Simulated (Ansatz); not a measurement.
MgIn2O4:
Space group Fd-3m, origin choice 1 (No. 227); a = 8.951 Å, b = 8.951 Å, c = 8.951 Å, α = 90.00°, β = 90.00°, γ = 90.00°

```csv
atom,site,symmetry,x,y,z
In,16c,.-3m,0.1250,0.1250,0.1250
Mg,8b,-43m,0.5000,0.5000,0.5000
O,32e,.3m,0.3689,0.3689,0.3689
```
(The calculation used a cell of 14 atoms; values per cell refer to that cell.)

Relaxed with PBEsol. PBEsol in the plane-wave PAW code Ansatz gives a gap of 1.92 eV.

### Question
What gap does HSE06 give on the same cell (Ansatz, PAW)?

### Answer
3.53 eV, 1.61 eV more. The hybrid was solved on a coarser mesh and at special points; the gap given is the minimum over both.

| k | v1 PBEsol | c1 PBEsol | v1 HSE06 | c1 HSE06 |
|---|---|---|---|---|
| Γ | 0.00 | 1.92 | 0.00 | 3.53 |
| X | -0.11 | 5.08 | [?] | [?] |
| L | -0.07 | 4.27 | [?] | [?] |
| W | -0.26 | 5.26 | [?] | [?] |
| K | -0.10 | 5.04 | [?] | [?] |

### Question
Top valence (v1) and lowest conduction level (c1) in eV from each method's valence maximum (which need not be a listed point): supply the withheld HSE06 values.

### Answer

- X, v1 HSE06: -0.12
- X, c1 HSE06: 6.84
- L, v1 HSE06: -0.07
- L, c1 HSE06: 5.97
- W, v1 HSE06: -0.26
- W, c1 HSE06: 7.06
- K, v1 HSE06: -0.10
- K, c1 HSE06: 6.82

Cost on shared cores: the PBEsol run (SCF on a 6×6×6 mesh, then bands and DOS) around 2.5 core-minutes (rough), the HSE06 run (SCF on 3×3×3, then a few points) about 7 core-minutes (a rough figure); the tasks are unlike.

The cell is a constructed one: a structure type filled with these elements; the Crystallography Open Database copy checked does not list it. Its standing as an ambient phase is unchecked. The PBEsol relaxation kept the symmetry of its start; whether a distortion lowers the energy is not shown. Spin–orbit coupling is left out wherever it is not named.

Potentials: the earlier of the program's two PAW sets. The files were generated under PBE; for other functionals the program regenerates the frozen cores, and for LDA and PBEsol the local potential too.
